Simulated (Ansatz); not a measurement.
The elements of this relaxed trial crystal are hidden behind letters.

```
lattice vectors (Å)
   4.0049    0.0000    0.0000
  -2.0025    3.4684    0.0000
   0.0000    0.0000    9.8152
fractional positions
X 0.0000 0.0000 0.9934
X 0.3333 0.6667 0.6734
X 0.6667 0.3333 0.3335
Z 0.3333 0.6667 0.9167
Q 0.6667 0.3333 0.5863
Q 0.0000 0.0000 0.2468
```

Computed with Ansatz 0.2.0, DFT PBE, scalar-relativistic, plane waves, PAW. Plane waves to 420 eV, a 12×12×4 mesh through Γ for the 6-atom cell and 0.02 eV Gaussian smearing; no spin polarisation.

- Space group: P3m1 (No. 156)
- Conventional cell: a = 4.005 Å, c = 9.815 Å
- Volume per atom: 22.72 Å³
- Density: 4.75 g/cm³
- Energy over the elements: −0.370 eV/atom
- Gap on the 12×12×4 mesh of the 6-atom cell: 0.52 eV

Energies are uncorrected and count from the elements' standard states at the same level.

Question: X is a p-block element of period 4, Z is a p-block element of period 3 and Q is a p-block element of period 4. Which elements are they?

Answer: X = Ga, Z = P, Q = As, so the formula is Ga3As2P. Density times volume gives a mean mass of 4.75 × 22.72/1.6605 = 65.0 u per atom, and this set has 65.0 u. Around Ga on its first site lie 3 P at 2.43 Å and 1 As at 2.49 Å; around P lie 4 Ga at 2.39–2.43 Å; As on its first site is surrounded by 4 Ga at 2.47–2.48 Å; 3 more sites not described. Other sets within the hints have nearly the same mass, so mass alone doesn't settle it; this one was computed.

Kohn–Sham gaps at this level usually fall short of measured ones. Symmetry constrained the relaxation, so the result can be a saddle point.
